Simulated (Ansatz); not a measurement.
Consider the following.

Ag3SI:
```
CELL_PARAMETERS angstrom
      3.40325     1.96487     2.76052
     -3.40325     1.96487     2.76052
      0.00000    -3.92974     2.76052
ATOMIC_POSITIONS crystal
  Ag 0.53853 0.87414 0.01959
  Ag 0.01959 0.53853 0.87414
  Ag 0.87414 0.01959 0.53853
  S  0.04558 0.04558 0.04558
  I  0.49106 0.49106 0.49106
```

This is the PBEsol-relaxed structure.

Q: All from PBEsol (plane waves, PAW; program Ansatz), unless another level is named. Estimate the electronic dielectric constant ε∞ (DFPT).

A: 9.76 (xx = yy), 9.98 (zz).

Q: Give the Born charges (a third of the trace).

A: Ag +1.20, S -1.85, I -1.76 e.

Space group R3. The workflow started from an entry of the Crystallography Open Database (COD), which files this formula under 2 space groups. Its standing as an ambient phase is unchecked. The cell was relaxed with PBEsol under the symmetry of its start; its stability against distortions is not shown here. No spin polarisation was allowed. Scalar-relativistic: spin–orbit coupling is off unless named, which matters more the heavier the elements.

Potentials: the later of the program's two PAW sets.
